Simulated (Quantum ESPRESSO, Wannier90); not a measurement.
## Wannierisation of Mg₂Sn (Fm-3m)

Structure: Materials Project mp-2343, symmetrised, not relaxed again. COD (Crystallography Open Database) has the formula in 2 space groups, this one among them (matched by group alone). Level: PBEsol, spinors with spin-orbit coupling; pw.x of Quantum ESPRESSO at 68 Ry with PseudoDojo potentials, 6×6×6 k-points, Wannier90. Density: 12×12×12 mesh, cold smearing 0.01 Ry.

On the energy scale of pw.x, whose zero is arbitrary, the Fermi level lies at 7.02 eV.

Input w.win:

```
num_bands = 4
num_wann = 4
exclude_bands = 5-68
spinors = true
num_iter = 1000
conv_tol = 1.0e-6
conv_window = 4
write_hr = true
write_u_matrices = true
auto_projections = true
begin unit_cell_cart
ang
    0.0000000000    3.3801550000    3.3801550000
    3.3801550000    0.0000000000    3.3801550000
    3.3801550000    3.3801550000    0.0000000000
end unit_cell_cart
begin atoms_frac
Mg   0.2500000000  0.2500000000  0.2500000000
Mg  -0.2500000000 -0.2500000000 -0.2500000000
Sn   0.0000000000  0.0000000000  0.0000000000
end atoms_frac
mp_grid = 6 6 6
begin kpoints
0.0000000000 0.0000000000 0.0000000000
0.0000000000 0.0000000000 0.1666666667
0.0000000000 0.0000000000 0.3333333333
... (213 more lines: the 6x6x6 mesh through Gamma)
end kpoints
```

Input of pw2wannier90.x that gives the overlap and projection files (equivalent; here they were cut from one run over all bands):

```
&inputpp
  outdir = './out'
  prefix = 'pwscf'
  seedname = 'w'
  write_amn = .true.
  write_mmn = .true.
  atom_proj = .true.
  atom_proj_exclude = 3 4 5 6 7 8 9 10 13 14 15 16 17 18 19 20 21 22 23 24 25 26 27 28 29 30 31 32 33 34 35 36 37 38
/
```

Output w.wout (banner and timings cut):

```
                                    ------
                                    SYSTEM
                                    ------

                              Lattice Vectors (Ang)
                    a_1     0.000000   3.380155   3.380155
                    a_2     3.380155   0.000000   3.380155
                    a_3     3.380155   3.380155   0.000000

                   Unit Cell Volume:      77.23957  (Ang^3)

                        Reciprocal-Space Vectors (Ang^-1)
                    b_1    -0.929423   0.929423   0.929423
                    b_2     0.929423  -0.929423   0.929423
                    b_3     0.929423   0.929423  -0.929423

 *----------------------------------------------------------------------------*
 |   Site       Fractional Coordinate          Cartesian Coordinate (Ang)     |
 +----------------------------------------------------------------------------+
 | mg   1   0.25000   0.25000   0.25000   |    1.69008   1.69008   1.69008    |
 | mg   2  -0.25000  -0.25000  -0.25000   |   -1.69008  -1.69008  -1.69008    |
 | sn   1   0.00000   0.00000   0.00000   |    0.00000   0.00000   0.00000    |
 *----------------------------------------------------------------------------*
                                ------------
                                K-POINT GRID
                                ------------

             Grid size =  6 x  6 x  6      Total points =  216

 *---------------------------------- MAIN ------------------------------------*
 |  Number of Wannier Functions               :                 4             |
 |  Number of Objective Wannier Functions     :                 4             |
 |  Number of input Bloch states              :                 4             |
 |  Output verbosity (1=low, 5=high)          :                 1             |
 |  Timing Level (1=low, 5=high)              :                 1             |
 |  Optimisation (0=memory, 3=speed)          :                 3             |
 |  Length Unit                               :               Ang             |
 |  Post-processing setup (write *.nnkp)      :                 F             |
 |  Using Gamma-only branch of algorithms     :                 F             |
 *----------------------------------------------------------------------------*
 *------------------------------- WANNIERISE ---------------------------------*
 |  Total number of iterations                :              1000             |
 |  Number of CG steps before reset           :                 5             |
 |  Trial step length for line search         :             2.000             |
 |  Convergence tolerence                     :         0.100E-05             |
 |  Convergence window                        :                 4             |
 |  Iterations between writing output         :                 1             |
 |  Iterations between backing up to disk     :               100             |
 |  Write r^2_nm to file                      :                 F             |
 |  Write xyz WF centres to file              :                 F             |
 |  Write on-site energies <0n|H|0n> to file  :                 F             |
 |  Use guiding centre to control phases      :                 F             |
 |  Use phases for initial projections        :                 F             |
 *----------------------------------------------------------------------------*
 *-------------------------------- PLOTTING ----------------------------------*
 |  Plotting Hamiltonian in WF basis          :                 T             |
 *----------------------------------------------------------------------------*

 *---------------------------------- K-MESH ----------------------------------*
 +----------------------------------------------------------------------------+
 |                    Distance to Nearest-Neighbour Shells                    |
 |                    ------------------------------------                    |
 |          Shell             Distance (Ang^-1)          Multiplicity         |
 |          -----             -----------------          ------------         |
 |             1                   0.268301                      8            |
 |             2                   0.309808                      6            |
 |             3                   0.438134                     12            |
 |             4                   0.513758                     24            |
 |             5                   0.536602                      8            |
 |             6                   0.619615                      6            |
 |             7                   0.675210                     24            |
 |             8                   0.692751                     24            |
       ... (lines left out)
 +----------------------------------------------------------------------------+
 | The b-vectors are chosen automatically                                     |
 | The following shells are used:                       1                     |
 +----------------------------------------------------------------------------+
 |                        Shell   # Nearest-Neighbours                        |
 |                        -----   --------------------                        |
 |                          1               8                                 |
 +----------------------------------------------------------------------------+
 | Completeness relation is fully satisfied [Eq. (B1), PRB 56, 12847 (1997)]  |
 +----------------------------------------------------------------------------+
 |                  b_k Vectors (Ang^-1) and Weights (Ang^2)                  |
 |                  ----------------------------------------                  |
 |            No.         b_k(x)      b_k(y)      b_k(z)        w_b           |
 |            ---        --------------------------------     --------        |
 |             1         0.154904    0.154904   -0.154904     5.209380        |
 |             2         0.154904   -0.154904    0.154904     5.209380        |
 |             3        -0.154904    0.154904    0.154904     5.209380        |
 |             4         0.154904    0.154904    0.154904     5.209380        |
 |             5        -0.154904   -0.154904    0.154904     5.209380        |
 |             6        -0.154904    0.154904   -0.154904     5.209380        |
 |             7         0.154904   -0.154904   -0.154904     5.209380        |
 |             8        -0.154904   -0.154904   -0.154904     5.209380        |
 +----------------------------------------------------------------------------+
 |                           b_k Directions (Ang^-1)                          |
 |                           -----------------------                          |
 |            No.           x           y           z                         |
 |            ---        --------------------------------                     |
 |             1         0.154904    0.154904   -0.154904                     |
 |             2         0.154904   -0.154904    0.154904                     |
 |             3        -0.154904    0.154904    0.154904                     |
 |             4         0.154904    0.154904    0.154904                     |
 +----------------------------------------------------------------------------+

 Starting a new Wannier90 calculation ...

 Reading overlaps from w.mmn

 Reading projections from w.amn

 *------------------------------- WANNIERISE ---------------------------------*
 +--------------------------------------------------------------------+<-- CONV
 | Iter  Delta Spread     RMS Gradient      Spread (Ang^2)            |<-- CONV
 +--------------------------------------------------------------------+<-- CONV

 ------------------------------------------------------------------------------
 Initial State
  WF centre and spread    1  (  1.690077,  1.690077,  1.690077 )     0.16006362
  WF centre and spread    2  (  1.690077,  1.690077,  1.690077 )     0.16006362
  WF centre and spread    3  ( -1.690077, -1.690077, -1.690077 )     0.16006362
  WF centre and spread    4  ( -1.690077, -1.690077, -1.690077 )     0.16006362
  Sum of centres and spreads ( -0.000000, -0.000000,  0.000000 )     0.64025447

      0     0.640E+00     0.0000000000        0.6402544559  <-- CONV
        O_D=      0.0000000 O_OD=      0.0000000 O_TOT=      0.6402545 <-- SPRD
 ------------------------------------------------------------------------------
      1     0.000E+00     0.0000000065        0.6402544559  <-- CONV
        O_D=      0.0000000 O_OD=      0.0000000 O_TOT=      0.6402545 <-- SPRD
      2     0.000E+00     0.0000000065        0.6402544559  <-- CONV
        O_D=      0.0000000 O_OD=      0.0000000 O_TOT=      0.6402545 <-- SPRD
      3     0.000E+00     0.0000000065        0.6402544559  <-- CONV
        O_D=      0.0000000 O_OD=      0.0000000 O_TOT=      0.6402545 <-- SPRD
      4     0.000E+00     0.0000000064        0.6402544559  <-- CONV
        O_D=      0.0000000 O_OD=      0.0000000 O_TOT=      0.6402545 <-- SPRD
             <<<     Delta < 1.000E-06  over  4 iterations     >>>
             <<< Wannierisation convergence criteria satisfied >>>
 Final State
  WF centre and spread    1  (  1.690077,  1.690077,  1.690077 )     0.16006362
  WF centre and spread    2  (  1.690077,  1.690077,  1.690077 )     0.16006362
  WF centre and spread    3  ( -1.690077, -1.690077, -1.690077 )     0.16006362
  WF centre and spread    4  ( -1.690077, -1.690077, -1.690077 )     0.16006362
  Sum of centres and spreads ( -0.000000, -0.000000,  0.000000 )     0.64025447

         Spreads (Ang^2)       Omega I      =     0.640254456
        ================       Omega D      =     0.000000000
                               Omega OD     =     0.000000000
    Final Spread (Ang^2)       Omega Total  =     0.640254456
```
